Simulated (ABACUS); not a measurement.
Consider a self-consistent single point of Ta2O5 (P2/m, 7 atoms in the cell; from Materials Project mp-1238961, changed as shown).

```yaml
crystal:
  lattice:
    - [3.76458, 0.00000, 0.00000]
    - [0.00000, 3.86272, 0.00000]
    - [-1.81894, 0.00000, 6.52896]
  atoms:
    - { symbol: Ta, position: [0.64953, 0.00000, 0.79131] }
    - { symbol: Ta, position: [0.35047, 0.00000, 0.20869] }
    - { symbol: O, position: [0.66212, 0.50000, 0.79833] }
    - { symbol: O, position: [0.33788, 0.50000, 0.20167] }
    - { symbol: O, position: [0.18976, 0.00000, 0.87062] }
    - { symbol: O, position: [0.81024, 0.00000, 0.12938] }
    - { symbol: O, position: [0.50000, 0.00000, 0.50000] }
```

Computed with PBEsol, PseudoDojo 0.4 standard norm-conserving PBEsol (tails mended) pseudopotentials (plane waves; ABACUS).

ABACUS settings:

| setting | value |
|---|---|
| KPT | Gamma 4 4 2 0 0 0 |
| basis_type | pw |
| dft_functional | PBESOL |
| ecutwfc | 84 Ry |
| smearing_method | gaussian |
| smearing_sigma | 0.00367493 Ry |
| potentials | PseudoDojo 0.4 standard norm-conserving PBEsol (tails mended) |
| symmetry | 1 |
| ks_solver | dav_subspace |
| scf_nmax | 100 |
| scf_thr | 1.0e-09 Ry |
| mixing_type | pulay |

Results:

```
Quantity                                                  Value
------------------------------------------------  -------------
Number of valence electrons                                  56
Number of bands                                              38
Number of k-points after the program's reduction             18
Number of plane waves (most at a k-point)                  8348
Number of SCF iterations                                     12
FFT grid                                           45 × 45 × 75
Free energy E − TS                                -5793.9914 eV
Top of the valence band (on the code's own zero)        7.15 eV
Gap on the k-point mesh                                 2.23 eV
Pressure                                               1.53 GPa
Largest force (vector length)                        0.599 eV/Å
```

Forces (eV/Å):
| atom | Fx | Fy | Fz |
|---|---|---|---|
| Ta1 | -0.053 | 0.000 | -0.597 |
| Ta2 | 0.053 | 0.000 | 0.597 |
| O3 | -0.009 | 0.000 | 0.039 |
| O4 | 0.009 | 0.000 | -0.039 |
| O5 | -0.057 | 0.000 | 0.242 |
| O6 | 0.057 | 0.000 | -0.242 |
| O7 | 0.000 | 0.000 | 0.000 |

Stress (GPa, positive for compression):
```
 7.21   0.00   0.27
 0.00  -2.08   0.00
 0.27   0.00  -0.55
```

Gaps are taken between levels on the mesh.

For comparison: a first run was changed to give this one (lattice vector a scaled by 0.98), and from it to this one the free energy goes up by 4.0 meV/atom, the pressure goes from -2.68 to 1.53 GPa, the largest force goes from 0.067 to 0.599 eV/Å and the gap on the mesh goes from 2.176 to 2.233 eV.

Spin-orbit coupling is left out, which matters for bands and gaps with elements this heavy. The structure comes from a collection of computed structures, made at another level of theory; the collection holds predicted forms beside known ones.

Cost on one core: roughly 2.2 core-minutes.

“Tails mended”: in these copies of the files the far tail of each local potential was reset to the Coulomb form.
